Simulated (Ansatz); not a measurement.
Each is relaxed and computed with the program Ansatz at the LDA level (PAW). Which alone has a direct gap?
A. Na2WO4, spinel
B. Na2NiO2, Cmc2_1 (Pearson symbol oS20)
C. CsNaTiO3, Cmcm (Pearson symbol oS24)
D. NaAuO2, Cmcm (Na on 4c, Au on 4c, O on 8f)

A, Na2WO4, spinel. Na2WO4: gap 5.11 eV (direct); Na2NiO2: gap 0.85 eV (indirect); NaAuO2: gap 1.01 eV (indirect); CsNaTiO3: gap 3.41 eV (indirect). Standing as an ambient phase not checked: Na2WO4, spinel; Na2NiO2, Cmc2_1 (Pearson symbol oS20); NaAuO2, Cmcm (Na on 4c, Au on 4c, O on 8f); CsNaTiO3, Cmcm (Pearson symbol oS24). All cells were relaxed under the symmetry of their starts (and spin orders); stability against distortions was not tested throughout. Rows with no word on spin ran without spin polarisation. Spin–orbit coupling is left out wherever it is not named.

Potentials: the later of the program's two PAW sets.
